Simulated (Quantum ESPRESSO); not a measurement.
## MgAlInGaP3S (a curve over one atom's position)

Computed values, not a measurement. The program is pw.x of Quantum ESPRESSO 7.5 (plane-wave density functional theory). The cell is made up: 8 atoms on a zincblende/diamond lattice, with randomly drawn elements, strain and displacements, not relaxed. PseudoDojo standard norm-conserving files (v0.5 for PBE, v0.4.1 for LDA and PBEsol) set the functional; there is no spin polarisation, spin-orbit coupling or dispersion term, and the masses in the input are unused placeholders.

Seven runs move atom 8 (S, counted in the order of the input) along z and keep all else fixed.

Input of the run at -0.0231:

```
&control calculation='scf', pseudo_dir='./dojo.nc.sr.pbe.v0_5.standard.upf', outdir='./o', disk_io='medium', tprnfor=.true., tstress=.true. /
&system ibrav=0, nat=8, ntyp=6, nbnd=36, ecutwfc=84.00895049, nosym=.true., tot_charge=0,
 occupations='smearing', smearing='fd', degauss=0.0018374661
/
&electrons conv_thr=7.350e-09, electron_maxstep=60, /
ATOMIC_SPECIES
Al 1.0 Al.upf
Ga 1.0 Ga.upf
In 1.0 In.upf
Mg 1.0 Mg.upf
P 1.0 P.upf
S 1.0 S.upf
CELL_PARAMETERS angstrom
5.7122 0.0527 -0.0218
0.0527 5.8212 -0.0175
-0.0218 -0.0175 5.7808
ATOMIC_POSITIONS angstrom
Mg 0.0408 0.0656 -0.0894
Al -0.0155 2.8641 2.8767
In 2.7953 0.0356 2.9391
Ga 2.9435 2.8755 -0.0711
P 1.4876 1.4558 1.4412
P 1.4527 4.4297 4.0961
P 4.2376 1.4345 4.4632
S 4.2584 4.273 1.3413
K_POINTS automatic
4 4 4 1 1 1
```

| shift of atom 8 along z (Å) | free energy less that of the input shown (eV) | Fx on atom 8 (eV/Å) | Fy on atom 8 (eV/Å) | Fz on atom 8 (eV/Å) | pressure (GPa) | iterations |
| --- | --- | --- | --- | --- | --- | --- |
| -0.0894 | 0.0291 | 0.920 | -0.012 | 0.627 | -0.65 | 10 |
| -0.0507 | 0.0091 | 0.900 | -0.077 | 0.408 | -0.65 | 10 |
| -0.0231 | 0.0000 | 0.889 | -0.121 | 0.249 | -0.65 | 10 |
| +0.0526 | -0.0023 | 0.869 | -0.231 | -0.189 | -0.58 | 10 |
| +0.0880 | 0.0081 | 0.863 | -0.279 | -0.397 | -0.52 | 10 |
| +0.0960 | 0.0114 | 0.863 | -0.289 | -0.444 | -0.50 | 10 |

Question: one run is left out of the table, at +0.0615. Estimate its Fz on atom 8 (eV/Å).

Answer: -0.241. The whole row:

```
shift of atom 8 along z (Å)  free energy less that of the input shown (eV)  Fx on atom 8 (eV/Å)  Fy on atom 8 (eV/Å)  Fz on atom 8 (eV/Å)  pressure (GPa)  iterations
                    +0.0615                                        -0.0004                0.867               -0.243               -0.241           -0.56          10
```

A cubic fit gives dFz/dz = -5.78 eV/Å² at zero shift. Across the table the free energy follows the integral of the force to within 0.1 meV. A rerun of one of the cells at 1437 eV and a 6 x 6 x 6 mesh moved values by no more than 0.005 eV in energy, 0.02 GPa in stress and 0.003 eV/Å in force.